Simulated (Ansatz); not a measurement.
**Formation energy of RhTe in the rocksalt structure**

Computed with Ansatz (plane waves, PAW, 420 eV cutoff): PBEsol, scalar-relativistic, no spin polarisation, 10×10×10 k-mesh, Gaussian smearing of 0.05 eV. The datasets are Ansatz's generated set soft_2.

This is a trial structure; measured cells of the compound in the Crystallography Open Database are in space group P63/mmc.

The structure is cubic, space group Fm-3m (No. 225). The conventional cell has a = 5.393 Å, b = 5.393 Å, c = 5.393 Å, α = 90.00°, β = 90.00°, γ = 90.00°. Rh (site symmetry m-3m) is surrounded by 6 Te at 2.70 Å. Around Te (site symmetry m-3m) lie 6 Rh at 2.70 Å. (Neighbours are counted to 15 % beyond the shortest distance.)

The elements were computed in their standard states with the same datasets, cutoff and functional. Absolute energies hang on the potentials; compare differences alone.

Energy of the relaxed cell (2 atoms, smearing extrapolated to zero): -13240.377 eV. Elements, in eV/atom: Rh -6338.746, Te -6901.513.

Q: What is the formation energy?

A: [-13240.377 − (1 × -6338.746 + 1 × -6901.513)] / 2 = -0.06 eV/atom, or -6 kJ per mole of atoms.

The value is for 0 K, without zero-point energy. A negative value shows stability against the elements alone, not against other compounds or structures.

With 33 valence electrons in the calculation's cell and no magnetic order, the bands, two electrons each, can't all be full or empty: band theory demands a metal. (Only strong correlation, outside this picture, could make a Mott insulator of it.)

For elements this heavy, spin–orbit coupling would shift levels and gaps; it isn't included here. Spin polarisation wasn't tried.
